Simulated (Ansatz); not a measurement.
Mg2ZnP2 in space group P3m1 (No. 156; Pearson symbol hP5), the program Ansatz at the r²SCAN level (PAW), all energies at zero smearing, with the estimated change up to a 700 eV cutoff added, with one set of potentials and settings (totals compare only within such a set). Cell of 5 atoms (2 Mg, 1 Zn, 2 P): -8700.016 eV.

| element | reference phase | E (eV/atom) |
|---|---|---|
| Mg | P6_3/mmc, 2 atoms in the cell | -1926.4086 |
| Zn | P6_3/mmc, 2 atoms in the cell | -3325.6729 |
| P | Cmce, 4 atoms in the cell | -759.1646 |

Formation energy per atom, worked out: (-8700.016 − 2×(-1926.4086) − 1×(-3325.6729) − 2×(-759.1646))/5 = -0.639 eV/atom (-62 kJ per mol of atoms), at 0 K, without zero-point energy or fitted corrections.

The first step of the workflow began from a Materials Project structure, measured or hypothetical; the Crystallography Open Database copy checked does not list it. With Mg and Zn taken as one species the cell has the higher symmetry P-3m1, so it may be an ordered model of a mixed-site phase. Its standing as an ambient phase is unchecked. Symmetry was held in the r²SCAN relaxation; its stability against distortions is not shown here. The references are the lowest solids computed at this level, not always the standard phases.

Potentials: the later of the program's two PAW sets.
